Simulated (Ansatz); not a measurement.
## Two-dimensional strain map in MgO2

All numbers below come from DFT r2SCAN, scalar-relativistic, plane waves, PAW (Ansatz). Settings: plane waves to 500 eV, k-mesh 12×12×12 (Γ-centred), Gaussian smearing 0.05 eV. No spin polarisation. Energies are free energies at this smearing, counted from the undisturbed cell; pressure is positive in compression.

The starting cell (as given, not relaxed at this level; it stands at -5.4 GPa, and it needn't be the usual structure):

```
CELL_PARAMETERS angstrom
1.60476 0.92651 3.49398
-1.60476 0.92651 3.49398
0.00000 -1.85302 3.49398
ATOMIC_POSITIONS crystal
Mg 0.00000 0.00000 0.00000
O 0.42879 0.42879 0.42879
O 0.57121 0.57121 0.57121
```

The cell is strained by p along both x and y and by q along z, fractional coordinates fixed. Points are written (p, q).

p was sampled at -0.030, -0.015, 0.000, 0.015, 0.030 and q at -0.030, -0.015, 0.000, 0.015, 0.030.

Where on the computed points is the energy highest, and how high?

At (0.030, 0.030): 61.9 meV/atom.

Away from (0, 0), which computed point is lowest?

(-0.015, -0.015): -7.1 meV/atom.

The map, in meV/atom:

| p \ q | -0.030 | -0.015 | 0.000 | 0.015 | 0.030 |
| --- | --- | --- | --- | --- | --- |
| -0.030 | 5.0 | -2.3 | -1.3 | 7.3 | 22.8 |
| -0.015 | -0.8 | -7.1 | -5.2 | 4.1 | 20.2 |
| 0.000 | 2.9 | -2.6 | 0.0 | 9.9 | 26.4 |
| 0.015 | 15.1 | 10.3 | 13.4 | 23.8 | 40.6 |
| 0.030 | 34.8 | 30.6 | 34.2 | 44.8 | 61.9 |